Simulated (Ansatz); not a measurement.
# Pressure against volume: TiN

```yaml
crystal:
  lattice:
    - [0.00000, 2.12344, 2.12344]
    - [2.12344, 0.00000, 2.12344]
    - [2.12344, 2.12344, 0.00000]
  atoms:
    - { symbol: Ti, position: [0.00000, 0.00000, 0.00000] }
    - { symbol: N, position: [0.50000, 0.50000, 0.50000] }
```

The cell was built from the rocksalt type and relaxed in the same program, and has space group Fm-3m; it needn't be a known or the stable phase.

Spin polarisation is left out, and whether a magnetic state lies lower isn't shown here.

All numbers are computed: DFT, PBE, all-electron LAPW, scalar-relativistic (Ansatz 0.2.0); DFT, PBE, PAW with Ansatz's default frozen-core files, scalar-relativistic (Ansatz 0.2.0).

For LAPW: a Γ-centred 16×16×16 k mesh, Fermi–Dirac smearing of 0.03 eV, basis error target 0.5 meV/atom, no spin polarisation. PAW takes a cutoff of 420 eV at this cell. The Ansatz runs share mesh, smearing and spin set-up. Plane-wave (PAW) pressures include the program's estimate of the Pulay term.

The cell above is scaled evenly, with fractional coordinates and shape held.

(1) Estimate the equilibrium volume and bulk modulus that LAPW (all electrons) gives for this fixed shape.

Answers

(1) V0 = 9.57 Å³/atom, B0 = 277 GPa, B0′ = 4.3, from a third-order Birch–Murnaghan fit to these pressures:
```
V/V(cell)  V (Å³/atom)  P, LAPW (GPa)  P, PAW (GPa)
   0.9405        9.005          19.38         19.35
   0.9700        9.287           9.01          9.00
   1.0000        9.575           0.00          0.00
   1.0300        9.862          -7.70         -7.68
   1.0600       10.149         -14.27        -14.25
```
